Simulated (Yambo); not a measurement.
```xyz
7
Lattice="2.7878 1.6095 8.3847 -2.7878 1.6095 8.3847 0.0000 -3.2191 8.3847" Properties=species:S:1:pos:R:3 pbc="T T T"
Be     0.0000     0.0000     0.0000
P      0.0000     0.0000    23.1679
P      0.0000     0.0000     1.9862
K      0.0000     0.0000    15.6736
K      0.0000     0.0000     9.4805
K      0.0000     0.0000    19.9062
K      0.0000     0.0000     5.2480
```

K₄BeP₂ (space group R-3m, No. 166): mean Im ε in 1 eV windows above the direct gap of 2.26 eV, for different electron-hole kernels (Yambo, broadening 0.15 eV, PBEsol (Quantum ESPRESSO, PseudoDojo norm-conserving, 88 Ry, scalar-relativistic) bands; 4×4×4 mesh, 6 valence and 21 conduction bands, static screening with 108 bands and a 3 Ry block, scissor 1.13 eV, Tamm-Dancoff; field along x).

```tsv
window (eV)	independent quasiparticles	RPA (no attraction)	BSE
2.3 to 3.3	0.7	0.6	3.0
3.3 to 4.3	2.8	2.0	4.1
4.3 to 5.3	5.3	3.1	3.4
5.3 to 6.3	5.3	2.7	3.1
6.3 to 7.3	3.6	2.3	2.6
7.3 to 8.3	2.1	2.5	2.4
```

This run doesn't resolve bound excitons or single peaks, so only averages are given, and they too depend on the mesh; weight that the attraction moves below the gap isn't listed. All transitions below 9.27 eV are in the band window. The scissor comes from a G0W0 run whose convergence isn't established.

Geometry of the Materials Project entry, not relaxed at this level.
